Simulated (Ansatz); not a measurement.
Input:

InSe:
```cif
data_In4Se4
_chemical_formula_sum 'In4 Se4'
_space_group_name_H-M_alt 'P63/mmc'
_space_group_IT_number 194
_space_group_name_Hall '-P 6c 2c'
_cell_length_a 4.03214
_cell_length_b 4.03214
_cell_length_c 16.76553
_cell_angle_alpha 90.000
_cell_angle_beta 90.000
_cell_angle_gamma 120.000
loop_
_atom_site_label
_atom_site_type_symbol
_atom_site_symmetry_multiplicity
_atom_site_Wyckoff_symbol
_atom_site_fract_x
_atom_site_fract_y
_atom_site_fract_z
_atom_site_occupancy
In1 In 4 f 0.33333 0.66667 0.33331 1
Se1 Se 4 f 0.66667 0.33333 0.08994 1
```

This is the PBE+D3(BJ)-relaxed structure.

Q: All from PBE+D3(BJ) in the plane-wave PAW code Ansatz, unless another level is named. Estimate the hole effective mass.

A: 0.040, 2.9, 2.9 mₑ (principal values).

Q: Give the band gap.

A: 0.37 eV (direct).

Q: What about the electron effective mass with spin–orbit coupling?

A: 0.039, 0.11, 0.11 mₑ (principal values).

Q: And the valence-band maximum?

A: at Γ.

Space group P6_3/mmc. The cell was relaxed with PBE+D3(BJ) under the symmetry of its start. Spin–orbit coupling is left out wherever it is not named.

Potentials: the later of the program's two PAW sets.
